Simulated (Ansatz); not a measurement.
Given:

YNbN$_{3}$:
```cif
data_N3NbY
_chemical_formula_sum 'Y1 Nb1 N3'
_space_group_name_H-M_alt 'P 1'
_space_group_IT_number 1
_cell_length_a 4.01081
_cell_length_b 4.01081
_cell_length_c 4.01081
_cell_angle_alpha 90.000
_cell_angle_beta 90.000
_cell_angle_gamma 90.000
loop_
_space_group_symop_operation_xyz
  'x, y, z'
loop_
_atom_site_label
_atom_site_type_symbol
_atom_site_fract_x
_atom_site_fract_y
_atom_site_fract_z
_atom_site_occupancy
Y1 Y 0.00000 0.00000 0.00000 1
Nb1 Nb 0.50000 0.50000 0.50000 1
N1 N 0.50000 0.50000 0.00000 1
N2 N 0.50000 0.00000 0.50000 1
N3 N 0.00000 0.50000 0.50000 1
```

This is the PBEsol-relaxed structure.

**Question.** All from the program Ansatz at the PBEsol level (PAW), unless another level is named. Predict the Debye temperature from the elastic constants.

**Answer.** 554 K.

**Question.** Next, the highest zone-centre frequency?

**Answer.** 694 cm^-1.

Space group Pm-3m (cubic perovskite). The start of the workflow was typed in or built on a structure type; neither database checked (COD, Materials Project) lists it. Whether it is the stable phase at ambient conditions was not checked. The cell was relaxed with PBEsol under the symmetry of its start. At this level the phase is dynamically unstable (imaginary phonons). The workflow began spin-polarised and lost its moments. As this level gives no gap, shear constants depend on the k-mesh and smearing (Fermi–Dirac, 0.1 eV here). As this level gives no gap, phonon frequencies hold no LO–TO term and depend on the k-mesh and smearing (Fermi–Dirac, 0.1 eV here).

Potentials: the later of the program's two PAW sets.
